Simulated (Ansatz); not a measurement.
Pressure gauges and gaskets: equation-of-state parameters at work

Screening note. Bulk modulus and its pressure derivative give the pressure that a small compression needs; a soft, simple solid makes a sensitive pressure gauge, a stiff one a good anvil or seat.

The yardstick is fcc Au. Hydrostatic compression by 5 % of the volume (V₀/V = 1.0526), no change of phase.

Computed with Ansatz, a plane-wave PAW program. B₀, B₀′: r²SCAN, Birch–Murnaghan fit of energy against volume; volume per atom: r²SCAN, relaxed cell.

The figures follow from the printed values by these rules: linear estimate = B₀ × compression; P = (B₀/B₀′)[(V₀/V)^B₀′ − 1]; modulus under load = B₀ + B₀′P; relative pressure = P/P_ref.

```csv
crystal,B₀ (GPa),B₀′,V (Å³/atom),linear estimate (GPa),Murnaghan pressure (GPa),modulus there (GPa),pressure (relative)
"TaV2 (Fd-3m, cF24)",206,3.9,14.92,10,11.69,252,1.28
"ScGa (Cmcm, oS8)",82.2,4.1,19.91,4.1,4.689,101,0.51
"Zr2Au (I4/mmm, tI6)",127,4.1,21.14,6.4,7.245,157,0.79
"fcc Au, reference",153,5.9,17.53,7.7,9.159,207,1.00
```

Runs started from generated or typed cells of the structure named: fcc Au. Not checked to be the ambient phase: TaV2 (Fd-3m, cF24); ScGa (Cmcm, oS8); Zr2Au (I4/mmm, tI6). Run without spin polarisation: TaV2 (Fd-3m, cF24). Spin–orbit coupling is left out unless named.

Worked for TaV2 (Fd-3m, cF24):

1. linear estimate: 206 × 5/100 = 10 GPa
2. P = (206/3.9) × (1.0526^3.9 − 1) = 11.69 GPa
3. modulus there: 206 + 3.9 × 11.69 = 252 GPa
4. relative pressure: 11.69/9.159 = 1.28

In order of relative pressure, highest first: TaV2 (Fd-3m, cF24) (1.28 ± 0.065), fcc Au (1.00 ± 0.051), Zr2Au (I4/mmm, tI6) (0.79 ± 0.040), ScGa (Cmcm, oS8) (0.51 ± 0.026). The ± follows from allowances picked for this note (B₀ 5 %, B₀′ 0.4), carried to first order and added in quadrature, each row's own inputs moving alone; ≈ joins neighbours closer than their two ± added in quadrature.

B₀′ is the least certain number of such a fit, often by half a unit. Where several phases of a formula are at hand, those over 0.1 eV/atom above the lowest were not drawn (by r²SCAN where it compared them, else by the largest value; a layered or molecular lowest phase counts only with a dispersion term); other phases could lie lower still. Rows were sampled with a lean to familiar crystals, related or not, whatever their agreement with measurement; tables with many equal figures were not kept. Limits of the draw: no layered crystals, B₀′ of 2 to 8; no unfamiliar magnets, and cubic perovskites only if shown or known to be stable. As a rule kept out of such tables: 4f compounds, open-shell compounds run without a Hubbard term, cells found unstable in the tests at hand, cells close to a higher symmetry, and runs set to a pressure or over 12 % in volume from the crystal's fullest run.
